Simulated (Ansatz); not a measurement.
# TiSn: clamped-ion elastic tensor

These are results of DFT PBEsol, scalar-relativistic, plane waves, PAW in Ansatz, not measurements. Settings: 420 eV plane-wave cutoff, Γ-centred 14×14×14 mesh, Fermi-Dirac smearing of 0.15 eV. No spin polarisation.

Equilibrium structure at this level:
```yaml
crystal:
  lattice:
    - [0.00000, 2.76186, 2.76186]
    - [2.76186, 0.00000, 2.76186]
    - [2.76186, 2.76186, 0.00000]
  atoms:
    - { symbol: Ti, position: [0.00000, 0.00000, 0.00000] }
    - { symbol: Sn, position: [0.50000, 0.50000, 0.50000] }
```

The cell was built by swapping an element in a database structure (itself possibly hypothetical) and relaxing; it need not be the stable form of this composition. In a metal, frequencies and elastic constants depend on the k mesh and the smearing, soft modes and shear constants most.

Question: Give the clamped-ion elastic constants (GPa, Voigt order xx yy zz yz xz xy, on the axes of the cell above).

Answer:
C11 = 215.5, C12 = 29.9, C13 = 29.9, C22 = 215.5, C23 = 29.9, C33 = 215.5, C44 = -5.4, C55 = -5.4, C66 = -5.4 GPa; the others vanish.